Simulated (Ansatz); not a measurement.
CuAu:
```xyz
2
Lattice="2.8772 0.0000 0.0000 0.0000 2.8772 0.0000 0.0000 0.0000 3.6243" Properties=species:S:1:pos:R:3 pbc="T T T"
Au     0.0000     0.0000     0.0000
Cu     1.4386     1.4386     1.8122
```

Relaxed with PBE. Special points in fractions of this cell's reciprocal vectors: Γ (0.000, 0.000, 0.000); X (0.000, 0.500, 0.000); M (0.500, 0.500, 0.000); Z (0.000, 0.000, 0.500); R (0.000, 0.500, 0.500); A (0.500, 0.500, 0.500).

### Question
List the band energies nearest the Fermi level at these points for plane-wave PAW PBE with spin–orbit coupling (Ansatz code).

### Answer
In eV from the Fermi level; about four levels below and three above (degenerate sets whole), none deeper than 8.9 eV; points with the same levels are listed once.

```csv
k,below,above
Γ,-1.57 -1.57 -1.18 -1.18,2.55 2.55 8.47 8.47
X,-0.95 -0.95 -0.31 -0.31,9.20 9.20 10.07 10.07
M,-1.21 -1.21 -1.11 -1.11,0.01 0.01 0.79 0.79
Z,-2.11 -2.11 -1.94 -1.94,13.13 13.13 13.92 13.92
R,-1.35 -1.35 -0.64 -0.64,2.51 2.51 4.35 4.35
A,-1.72 -1.72 -1.64 -1.64,4.45 4.45 5.01 5.01
```

Space group P4/mmm (L1₀ or tetragonal B2). The PBE relaxation kept the symmetry of its start; of distortions, only those at the zone centre were tested. The run is not spin-polarised.

Potentials: the later of the program's two PAW sets.
